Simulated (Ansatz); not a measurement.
## MnSe (F-43m): energy against total spin moment

Computed with Ansatz (plane waves, PAW): r²SCAN+U, U_eff = 4.0 eV (Dudarev form) on Mn d, fully localised double counting, collinear spin, scalar-relativistic, 500 eV, PAW set soft_2 (made for PBE), 6×6×6 mesh, Gaussian smearing of 0.05 eV.

```xyz
2
Lattice="0.0000 2.9100 2.9100 2.9100 0.0000 2.9100 2.9100 2.9100 0.0000" Properties=species:S:1:pos:R:3 pbc="T T T"
Mn    0.0000    0.0000    0.0000
Se    4.3650    4.3650    4.3650
```

The structure is that of a cell as deposited in COD, unrelaxed.

Cell and atoms stay fixed. The reference is a free state that was started with parallel moments (start: symmetry kept, no search) and keeps them. It has 5 d electrons in filled orbitals, 5 of them unpaired, the high-spin filling, a gap of 1.34 eV and a whole-number cell moment of 5 μB, as a collinear insulator must have; cell moment 5.00 μB, site moments in spheres Mn 4.49 μB, shell filling Mn 5↑ 0↓, 5.20 e. A natural orbital (eigenvector of a shell's occupation matrix) is counted as filled above 0.75 (0.9 in a metal) and as partly filled from 0.35 up to that; ↑ and ↓ are the spin channels. The formal moment from which the starts were built is 5 μB a cell. The total moment M = N↑ − N↓ was then locked, each spin with its own Fermi level. Locks at 70 % of the formal moment or more started from the reference's natural orbitals, filled by rank with the formal electron count; the others from atoms with scaled moments, and the lock at zero from atoms without moments.

```tsv
M (μB/cell)	ΔE (meV/atom)	ΔE (eV/cell)	site moments (μB)	shell filling	E_F↑ − E_F↓ (eV)	flags
0.00	2720.0	5.44	under 0.05	Mn 2↑ 2↓, 5.68 e	0.00	–
2.50	2280.4	4.56	Mn 3.17; Se -0.43	Mn 2↑(+3 partly) 0↓, 5.77 e	-3.85	–
5.00	0.0	0.00	Mn 4.49	Mn 5↑ 0↓, 5.20 e	–	–
5.50	664.1	1.33	Mn 4.55; Se 0.18	Mn 5↑ 0↓, 5.16 e	5.70	–
```

ΔE counts from the reference.

Turning one electron's spin changes M by 2 μB. From the reference, going to 5.50 μB turns 0.25 electrons from spin down to up and costs 1.33 eV, or 5.31 eV per electron turned. In a gapped state the first turned electron must leave a filled band of one spin for an empty band of the other, so E(M) has a kink at the free moment. Where both spins are metallic, the slope dE/dM is half the difference of the two Fermi levels, 2.85 eV/μB at M = 5.50 μB. A straight line of that slope from the reference gives 2.85 × 0.50 = 1.425 eV, against 1.328 eV found, near that line and not at half of it as for a parabola: the mark of a kink.

At M = 0.00, 2.50 μB the count of filled and partly filled orbitals of each spin differs from the reference's, which may be the change of moment itself or a change of state.

At M = 0.00, 2.50 μB the shells hold other numbers of electrons than in the reference (5.68, 5.77 against 5.20 an ion), so charge has moved as well as spin.

At M = 5.50 μB the shells keep most of their moment (N↑ − N↓ summed over them changes by 0.04), so the lock is met mostly by polarising the anion and conduction bands.

For M = 5.50 μB: With J = 0 the Hubbard energy is (U/2) Σ λ(1 − λ), a penalty on fractional natural occupations. The sums Σ λ(1 − λ) over the cell's shells are 0.23 for the reference and 0.19 for the locked state, which at U/2 = 2.00 eV give 0.46 and 0.38 eV per cell. Of the difference of 1.33 eV per cell, the Hubbard term gives -0.08 eV and all other terms 1.40 eV, so the Hubbard term itself makes little of it, though U shapes both states. The other terms are taken on each state's own density, so they aren't the result of a run without U.

In the reference the fixed cell carries a pressure of 5.9 GPa (the cell is smaller than this level of theory would relax to); relaxing would change energies and could change the order of close states.

With one Mn ion in the cell, Mn moments can't oppose each other.

The points needn't share one orbital state, so they needn't lie on one smooth curve, and a lower state can't be excluded at any of them. For metallic states the mesh is coarse, so energy differences carry some meV/atom. U is one value of a scan, not fitted to this compound, so the states needn't resemble the real material's. Gaps are Kohn–Sham gaps over the k-mesh alone and may be smaller between its points. Site moments are integrated in small spheres and here fall short of the shell's N↑ − N↓.
